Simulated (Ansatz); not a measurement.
Relaxed-ion elastic tensor of AlCr2C in space group P6_3/mmc (No. 194; Al on 2d, Cr on 4f, C on 2a) in GPa (Voigt order), PBEsol in the plane-wave PAW code Ansatz; density 5.50 g/cm³, 10.79 Å³ per atom.

```
 388  88.0   119   0.0   0.0   0.0
88.0   388   119   0.0   0.0   0.0
 119   119   385   0.0   0.0   0.0
 0.0   0.0   0.0   144   0.0   0.0
 0.0   0.0   0.0   0.0   144   0.0
 0.0   0.0   0.0   0.0   0.0   150
```

### Question
Is the crystal mechanically stable?

### Answer
Yes: the smallest eigenvalue of C is 144 GPa.

### Question
Work out the Voigt, Reuss and Hill averages.

### Answer
K_V = 201, K_R = 201, K_H = 201; G_V = 143, G_R = 143, G_H = 143 GPa.

### Question
Give Young's modulus, Poisson's ratio, Pugh's ratio and the universal anisotropy index.

### Answer
E = 9KG/(3K + G) = 347 GPa; ν = 0.21; K/G = 1.41 (brittle by the Pugh limit of 1.75); A_U = 5G_V/G_R + K_V/K_R − 6 = 0.02.

### Question
Estimate the sound speeds and the Debye temperature.

### Answer
v_l = √((K + 4G/3)/ρ) = 8440 m/s, v_t = √(G/ρ) = 5100 m/s, mean 5640 m/s; Θ = (h/k)(3n/4πV)^(1/3) v_m = 760 K.

### Question
Solve the Christoffel equation for the three sound speeds along x, y, z.

### Answer
Eigenvalues of C_ijkl n_j n_l equal ρv². In km/s, slowest first: x 5.12, 5.22, 8.40; y 5.12, 5.22, 8.40; z 5.12, 5.12, 8.36.

### Question
How much does each axis shrink under pressure?

### Answer
Linear compressibilities β_i = Σ_j S_ij (j = 1 to 3): x 1.7, y 1.7, z 1.5 per TPa.

Symmetry was held in the PBEsol relaxation. No spin polarisation was allowed. As this level gives no gap, shear constants depend on the k-mesh and smearing (Fermi–Dirac, 0.1 eV here). On the denser mesh and wider smearing of the elastic run this cell carries a stress of 0.4 GPa.

Potentials: the earlier of the program's two PAW sets. The files were generated under PBE; for other functionals the program regenerates the frozen cores, and for LDA and PBEsol the local potential too.
